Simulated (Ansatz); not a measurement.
Interlayer sliding in a free bilayer taken from bulk WS2 (2H-MoS2 type, space group P6_3/mmc): the upper half of the atoms below is shifted in the plane.

```yaml
crystal:
  lattice:
    - [3.16997, 0.00000, 0.00000]
    - [1.58498, 2.74527, 0.00000]
    - [0.00000, 0.00000, 24.37137]
  atoms:
    - { symbol: S, position: [0.33333, 0.33333, 0.30774] }
    - { symbol: W, position: [0.66667, 0.66667, 0.37186] }
    - { symbol: S, position: [0.33333, 0.33333, 0.43598] }
    - { symbol: S, position: [0.66667, 0.66667, 0.56402] }
    - { symbol: W, position: [0.33333, 0.33333, 0.62814] }
    - { symbol: S, position: [0.66667, 0.66667, 0.69226] }
```

In-plane vectors a = (3.170, 0.000) Å, b = (1.585, 2.745) Å, area 8.70 Å². The shift is s times the vector a (length 3.170 Å), so s = 1 restores the start. Atoms relax along the normal only. γ = [E(shift) − E(0)] / area.

Computed with r2SCAN+rVV10 (plane waves to 500 eV, PAW, scalar-relativistic; Ansatz, a program for electronic structure). k mesh 12×12×1 (Γ-centred), Fermi-Dirac smearing 0.05 eV. Energies are extrapolated to zero smearing. Spin-orbit coupling is left out, though W is heavy. WS2 is run without spin polarisation. WS2 was relaxed with its symmetry unable to fall. γ is measured from zero shift.

```json
[
 {"s": "0.000", "γ (mJ/m²)": "0"},
 {"s": "0.083", "γ (mJ/m²)": "9"},
 {"s": "0.167", "γ (mJ/m²)": "withheld"},
 {"s": "0.250", "γ (mJ/m²)": "51"},
 {"s": "0.333", "γ (mJ/m²)": "70"},
 {"s": "0.417", "γ (mJ/m²)": "81"},
 {"s": "0.500", "γ (mJ/m²)": "85"},
 {"s": "0.583", "γ (mJ/m²)": "81"},
 {"s": "0.667", "γ (mJ/m²)": "70"},
 {"s": "0.750", "γ (mJ/m²)": "51"},
 {"s": "0.833", "γ (mJ/m²)": "withheld"},
 {"s": "0.917", "γ (mJ/m²)": "9"}
]
```

Fit a Fourier form (three harmonics of 1 − cos and sin) to the given rows and predict γ at s = 0.833.

Least squares on the 10 given rows: γ = (42.0)·[1 − cos(2πs)] + (4.4)·[1 − cos(4πs)] + (0.6)·[1 − cos(6πs)], in mJ/m²; root-mean-square residual 0.4 mJ/m². At 0.833 the fit gives 29 mJ/m²; the calculation gives 28 mJ/m², so the interpolation is off by 1 (+3.6 %). 

(The slope of γ gives the shear force per area between the displaced halves; near zero shift its curvature is an elastic stiffness.)
